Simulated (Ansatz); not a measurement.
ScBeNO:
```cif
data_BeNOSc
_chemical_formula_sum 'Sc1 Be1 O1 N1'
_space_group_name_H-M_alt 'P3m1'
_space_group_IT_number 156
_space_group_name_Hall 'P 3 -2"'
_cell_length_a 3.26656
_cell_length_b 3.26656
_cell_length_c 4.82459
_cell_angle_alpha 90.000
_cell_angle_beta 90.000
_cell_angle_gamma 120.000
loop_
_atom_site_label
_atom_site_type_symbol
_atom_site_symmetry_multiplicity
_atom_site_Wyckoff_symbol
_atom_site_fract_x
_atom_site_fract_y
_atom_site_fract_z
_atom_site_occupancy
Sc1 Sc 1 b 0.33333 0.66667 0.52044 1
Be1 Be 1 c 0.66667 0.33333 0.98491 1
O1 O 1 b 0.33333 0.66667 0.09264 1
N1 N 1 c 0.66667 0.33333 0.65200 1
```

Relaxed with r²SCAN+D4.

Question: Tabulate the valence density and the electron localisation function along the shortest Be–N contact (1.61 Å), r²SCAN+D4 in the plane-wave PAW code Ansatz.

Answer: 

| distance from Be (Å) | density (e/Å³) | ELF |
|---|---|---|
| 0.16 | 0.09 | 0.00 |
| 0.24 | 0.15 | 0.01 |
| 0.32 | 0.23 | 0.09 |
| 0.40 | 0.32 | 0.32 |
| 0.48 | 0.43 | 0.58 |
| 0.56 | 0.55 | 0.74 |
| 0.64 | 0.69 | 0.83 |
| 0.72 | 0.86 | 0.87 |
| 0.80 | 1.06 | 0.88 |
| 0.88 | 1.31 | 0.88 |
| 0.96 | 1.64 | 0.86 |
| 1.04 | 2.10 | 0.83 |
| 1.12 | 2.62 | 0.76 |
| 1.20 | 3.10 | 0.64 |
| 1.28 | 3.41 | 0.46 |
| 1.37 | 3.50 | 0.24 |
| 1.45 | 3.44 | 0.10 |

The density is the valence pseudo-density with augmentation charge, so density and ELF within about 1 Å of a nucleus are not all-electron values.

The start of the workflow was typed in or built on a structure type; neither database checked (COD, Materials Project) lists it. Its standing as an ambient phase is unchecked. Symmetry was held in the r²SCAN+D4 relaxation; its stability against distortions is not shown here. The run is not spin-polarised. The volume moved by -22 % from the start of the relaxation.

Potentials: the earlier of the program's two PAW sets. The files were generated under PBE; for other functionals the program regenerates the frozen cores, and for LDA and PBEsol the local potential too.
